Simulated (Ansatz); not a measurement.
This NbTe8Mo3 structure is the end of a relaxation. The cell was found from a structure generator's guess, not taken from experiment.

These are results of DFT PBE, scalar-relativistic, plane waves, PAW in Ansatz, not measurements. Cutoff 420 eV, Γ-centred mesh, Gaussian smearing, collinear spin.

```xyz
12
Lattice="3.5900 0.0000 0.0000 -1.7950 3.1091 0.0000 0.0000 0.0000 29.9914" Properties=species:S:1:pos:R:3 pbc="T T T"
Nb    1.7950    1.0364   14.9957
Te    0.0000    2.0727   28.1953
Te    0.0000    2.0727   13.1147
Te    1.7950    1.0364   20.6648
Te    1.7950    1.0364    5.7346
Te    0.0000    2.0727    1.7961
Te    0.0000    2.0727   16.8768
Te    1.7950    1.0364   24.2569
Te    1.7950    1.0364    9.3267
Mo    0.0000    2.0727   22.4604
Mo    0.0000    2.0727    7.5310
Mo    1.7950    1.0364    0.0000
```

The zero of energy is the elements' standard structures at the same level; no fitted shifts are applied.

Question: Find its symmetry and describe it.

Answer: P-6m2 (No. 187), with Nb and Mo ordered on 2H molybdenite sites. Conventional cell: a = 3.590 Å, c = 29.991 Å. Nb has 6 Te at 2.80 Å; Te on its first site has 3 Mo at 2.74 Å; Te on its second site has 3 Nb at 2.80 Å; around Mo on a site of symmetry 3m lie 6 Te at 2.74 Å; 3 more sites not described.

Question: How far does it lie from the elements in energy?

Answer: −0.30 eV/atom. It lies below the elements, which doesn't yet make it stable against other compounds or structures.

Question: Is it a metal?

Answer: Yes, bands cross the Fermi level on the 12×12×2 mesh.

Question: Which magnetic moments does it keep?

Answer: 0.00 μB per atom net, the space between the atoms included; by site: all under 0.1 μB.

The last run used collinear spin, a 12×12×2 mesh (in the run's order of axes) for its 12-atom cell and Gaussian smearing of 0.10 eV. No dispersion correction is applied, so the spacing and binding between layers, chains or molecules are poorly described. These runs have no spin–orbit coupling, which can matter for Te. The reference form of Te is held partly by dispersion forces, which this level lacks. A later test with randomly moved atoms came back to the same energy, though modes that don't fit the test's cell weren't probed.
